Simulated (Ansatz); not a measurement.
BC$_{5}$ in space group I-4m2 (No. 119; B on 2c, C on 4e, C on 2b, C on 4f), DFT-PBEsol in the program Ansatz with PAW potentials, all energies at zero smearing, with the estimated change up to a 700 eV cutoff added, with one set of potentials and settings (totals compare only within such a set). Cell of 6 atoms (1 B, 5 C): -1385.343 eV.

```csv
element,reference phase,E (eV/atom)
B,"R-3m, 12 atoms in the cell",-152.6698
C,"P6_3/mmc, 4 atoms in the cell",-246.6950
```

Formation energy per atom, worked out: (-1385.343 − 1×(-152.6698) − 5×(-246.6950))/6 = 0.134 eV/atom (13 kJ per mol of atoms), at 0 K, without zero-point energy or fitted corrections.

The workflow started from a Materials Project entry (that database holds measured and hypothetical structures alike); the Crystallography Open Database copy checked does not list it. Whether it is the stable phase at ambient conditions was not checked. The cell was relaxed with PBEsol under the symmetry of its start; its stability against distortions is not shown here. The references are the lowest solids computed at this level, not always the standard phases.

Potentials: the later of the program's two PAW sets.
